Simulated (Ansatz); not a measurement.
## WBrCl3O: stationary points along a deformation path

The calculation used DFT PBE+D3(BJ), scalar-relativistic, plane waves, PAW in Ansatz 0.2.0. The runs took a 420 eV cutoff, a Γ-centred 8×6×6 mesh and Gaussian smearing (0.05 eV). Spin–orbit coupling is left out, which can shift energies with elements as heavy as these. No spin polarisation. Energies are free energies at this smearing, counted from the undisturbed cell; pressure is positive in compression.

The undisturbed cell (relaxed at this level; it needn't be the usual structure):

```
W Br Cl O
1.0
     3.90643   -0.00173    0.01265
     1.94032    6.07990   -0.12819
     1.96981   -0.06729    6.19108
W Br Cl O
1 1 3 1
Cartesian
  3.9414 5.9986 6.0397
  4.2020 1.2087 2.1043
  2.2784 1.8988 5.0239
  2.2430 4.0930 1.0031
  4.2164 4.8482 4.0581
  6.0956 5.9999 6.0463
```

At fixed volume and fractional coordinates, lengths along (0.000, 0.000, 1.000) are scaled against those across it; ρ is that ratio over its starting value. V = 24.479 Å³/atom. Δσ is the stress along the axis less the mean stress across it (compression positive).

```
    ρ  ΔE (meV/atom)  Δσ (GPa) space group
0.800          281.4     23.73           P1
0.850          152.1     17.99           P1
0.920           40.7      9.52           P1
0.960            9.8      4.70           P1
1.000            0.0      0.01           P1
1.050           14.0     -5.63           P1
1.100           53.3    -10.96           P1
1.200          193.7    -20.63           P1
1.300          396.2    -28.92           P1
```

How does the stress give the slope of the energy, and where is the energy stationary?

Along the path d ln(length) is 2/3 d ln ρ on the axis and −1/3 d ln ρ across it, so dE/d ln ρ = −(2/3) V Δσ: the energy falls with ρ where Δσ is positive. Δσ vanishes or changes sign at ρ = 1.000 (P1), a minimum at 0.0 meV/atom. Pairs of stationary points between two samples would go unseen, and could change a minimum read from distant neighbours into a maximum.

Integrate that slope from ρ = 1 to 0.850 by the trapezoid rule.

With V/N in Å³ and 1 eV/Å³ = 160.2 GPa the slopes at ρ = 1.000, 0.960, 0.920, 0.850 are -1, -479, -969, -1833 meV/atom per unit of ln ρ. The steps add 9.8 + 30.8 + 110.9 = 151.5 meV/atom, against 152.1 from the energies; the trapezoid rule misses the curvature of the slope within each step.

Forces appear on the atoms along this scan, and letting them relax would lower the energy and soften the response.

Cost: 9 runs of about 2.4 core-minutes in all, on AMD EPYC 9R45 (Zen 5) (shared hosts).